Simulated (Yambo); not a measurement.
Yambo run on BP (wurtzite, space group P6_3mc, No. 186). The wavefunctions come from this Quantum ESPRESSO step (LDA, PseudoDojo standard norm-conserving files, scalar-relativistic):

```
&CONTROL
  calculation = 'nscf'
  pseudo_dir = './pseudo'
  outdir = './out'
/
&SYSTEM
  ibrav = 0
  nat = 4
  ntyp = 2
  ecutwfc = 76.0
  ecutrho = 304.0
  occupations = 'fixed'
  force_symmorphic = .true.
  nbnd = 85
/
&ELECTRONS
  conv_thr = 4e-09
  diago_full_acc = .true.
  diago_thr_init = 1e-08
/
ATOMIC_SPECIES
B 10.8100 B.upf
P 30.9738 P.upf
CELL_PARAMETERS angstrom
  3.156046079656   0.000000000000   0.000000000000
 -1.578023039828   2.733216080496   0.000000000000
  0.000000000000   0.000000000000   5.236315886000
ATOMIC_POSITIONS crystal
B   0.666666667000   0.333333333000   0.500437560100
B   0.333333333667   0.666666666333   0.000437560100
P   0.666666667000   0.333333333000   0.874562439900
P   0.333333333667   0.666666666333   0.374562439900
K_POINTS automatic
6 6 4 0 0 0
```

Yambo input:

```
rim_cut
gw0
dyson
el_el_corr
HF_and_locXC
ppa
em1d
RandQpts= 1000000
RandGvec= 1 Ry
EXXRLvcs= 76 Ry
VXCRLvcs= 304 Ry
Chimod= "HARTREE"
% BndsRnXp
 1 | 84 |
%
NGsBlkXp= 8 Ry
% LongDrXp
 1.0 | 1.0 | 1.0 |
%
PPAPntXp= 27.2114 eV
% GbndRnge
 1 | 84 |
%
GTermKind= "BG"
DysSolver= "n"
ExtendOut
% QPkrange
 1 | 1 | 8 | 9 |
 19 | 19 | 8 | 9 |
%
```

k points by index: 1 = Γ, 19 = K.

Resulting energies as the program prints them:

```
#    K-point    Band    Eo [eV]    E [eV]    E-Eo [eV]    Vxc [eV]    Vnlxc [eV]    Sc|Eo [eV]    Sc|E [eV]    dSc/dw|Eo [eV]    Re(Z)    Im(Z)
#
    1    8    0.000000    -0.513508    -0.513508    -13.44464    -15.08121    0.992888    1.123061    -6.897280    0.797783    -0.001169
    1    9    2.743751    3.059892    0.316141    -11.92804    -7.250930    -4.282221    -4.360967    -6.775818    0.800634    -0.001191
    19    8    -4.963650    -5.654565    -0.690915    -12.21788    -15.75479    2.651645    2.845995    -7.654590    0.780457    0.221659E-3
    19    9    0.797698    1.108772    0.311074    -10.38839    -6.110940    -3.896612    -3.966378    -6.101169    0.816849    -0.001111
```
(The two width columns are left out.) Convergence of these settings isn't established.

Geometry relaxed with LDA.

This is not the ordinary phase of the substance; no match was found in the copy of COD used, and its stability was not checked.
